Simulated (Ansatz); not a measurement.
## Density of states of Bi

```cif
data_structure
_symmetry_space_group_name_H-M 'P6_3/mmc'
_symmetry_Int_Tables_number 194
_cell_length_a 4.5390
_cell_length_b 4.5390
_cell_length_c 11.8290
_cell_angle_alpha 90.000
_cell_angle_beta 90.000
_cell_angle_gamma 120.000
_cell_volume 211.06
loop_
_atom_site_label
_atom_site_type_symbol
_atom_site_symmetry_multiplicity
_atom_site_Wyckoff_symbol
_atom_site_fract_x
_atom_site_fract_y
_atom_site_fract_z
_atom_site_occupancy
Bi1 Bi 2 c 0.33333 0.66667 0.25000 1
```

The runs use the primitive cell with vectors (4.539, 0.000, 0.000), (-2.270, 3.931, 0.000), (0.000, 0.000, 11.829) Å, to which the k mesh refers.

The geometry is COD entry 9011614, unchecked; take it as a test cell.

Spin–orbit coupling is left out, though it moves levels of the heavy atoms by tenths of an eV or more.

These are results of DFT, PBEsol, all-electron LAPW, scalar-relativistic (Ansatz 0.2.0), not measurements.

Settings: a Γ-centred 9×9×3 k mesh, Fermi–Dirac smearing of 0.03 eV, basis error target 0.5 meV/atom, no spin polarisation.

States per eV and cell, averaged over 0.4 eV, from -1.4 to 1.6 eV, with energies (bin centres) from the Fermi level; empty bins are left out. 

| E (eV) | total |
| --- | --- |
| -1.3 | 2.28 |
| -0.9 | 4.25 |
| -0.5 | 3.46 |
| -0.1 | 7.18 |
| 0.3 | 5.50 |
| 0.7 | 4.23 |
| 1.1 | 2.56 |
| 1.5 | 0.54 |
